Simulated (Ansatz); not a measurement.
CrI$_{3}$ (BiI3 type, space group R-3)

```xyz
8
Lattice="3.4089 1.9681 6.4919 -3.4089 1.9681 6.4919 0.0000 -3.9363 6.4919" Properties=species:S:1:pos:R:3 pbc="T T T"
Cr     0.0000     0.0000     6.5020
Cr     0.0000     0.0000    12.9737
I     -2.2279    -0.0955     8.0462
I      1.1967    -1.8817     8.0462
I      1.0312     1.9772     8.0462
I      2.2279     0.0955    11.4295
I     -1.1967     1.8817    11.4295
I     -1.0312    -1.9772    11.4295
```

The slice is a (1 -1 0 2) plane (indices of the conventional cell) through the point (0.922, 0.268, 0.571) (fractional), spanned by u = [1 0 -1] and v = [010] in vectors of this cell: u (6.82 Å) and v (7.59 Å, at 90° to u). It covers one period; positions are fractions (u, v).

The numbers are results of PBE-D3(BJ) (plane waves to 420 eV, PAW, scalar-relativistic; Ansatz, a program for electronic structure), not measurements. k mesh 6×6×6. These are valence fields of a PAW run, semicore shells included where kept as valence: close to a nucleus they are smooth pseudo fields. CrI3 was relaxed with its symmetry unable to fall. Relaxed CrI3 ends ferromagnetic. Spin-orbit coupling is left out, though I is heavy. The PAW data are Ansatz's earlier set. The magnetic order is the one the run started from; other orders were not tried.

Q: Sketch the electrostatic potential energy of an electron, from the cell's mean on this plane as a map.

A: 
| v \ u | 0.00 | 0.17 | 0.33 | 0.50 | 0.67 | 0.83 |
|---|---|---|---|---|---|---|
| 0.90 | x | 2.3 | 6.5 | 5.9 | 6.8 | 2.4 |
| 0.75 | 6.4 | 6.7 | 7.0 | 6.5 | 6.6 | 7.0 |
| 0.60 | 2.9 | x | 5.1 | 6.7 | 5.5 | 6.6 |
| 0.45 | <-1.0 | x | 0.3 | 6.6 | 5.0 | 3.1 |
| 0.30 | 2.8 | 0.5 | 2.2 | 5.2 | 1.8 | x |
| 0.15 | <-1.0 | 2.2 | x | 2.5 | 5.4 | 2.5 |
| 0.00 | x | <-1.0 | 4.7 | 5.5 | 6.7 | <-1.0 |

Values: electrostatic potential energy of an electron, from the cell's mean, in eV. Points within 1 Å of a nucleus are blanked (x), as the pseudised field means little there. Values under -1 eV are set to -1. The zero, the cell's mean, hangs on the PAW cores.
